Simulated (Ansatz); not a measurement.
**Wurtzite alloy of ZnO and CdO (66 of 96 Zn sites exchanged), 192 atoms**

Ansatz, PAW, plane waves. PBEsol relaxation of cell lengths and atoms (angles held) at the single k point (½, ½, ½); single points on the relaxed atoms at the Γ point alone, onto which points of the small cell's zone fold. Arrangement: quasirandom. No spin–orbit coupling unless named.

Relaxed cell: a = 13.900 Å, b = 18.170 Å, c = 11.077 Å, α = 90.00°, β = 90.00°, γ = 90.00°.

Mean bond lengths: Cd–O 2.186 Å; O–Zn 1.982 Å.

What gap lies between the top filled and the lowest empty level in the single points?

HSE06 1.38 eV (5.8 min on NVIDIA H100).
